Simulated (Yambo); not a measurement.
InP (zinc blende, space group F-43m, No. 216); a = b = c = 4.1586 Å, α = β = γ = 60.00°. With the G0W0 scissor the direct gap on the mesh is 1.36 eV.

### Question
Does this run resolve the lowest exciton, and if so, what are its energy and binding? (Yambo, PBE bands; 8×8×8 mesh, 3 valence and 4 conduction bands, static screening with 28 bands and a 4 Ry block, scissor 0.71 eV, Tamm-Dancoff.)

### Answer
No. The lowest state covers only about 1 of the 512 k points, so the mesh doesn't resolve it: its energy and its distance from the direct gap are mesh artefacts. An extended exciton needs a far denser mesh. The scissor comes from a G0W0 run whose convergence isn't established. Spin-orbit splittings are left out.

Bands and orbitals come from the standard potentials; the scissor and the G0W0 gaps come from a run at the same geometry on the stringent ones, which hold whole semicore shells in the valence.

Geometry relaxed with PBEsol.
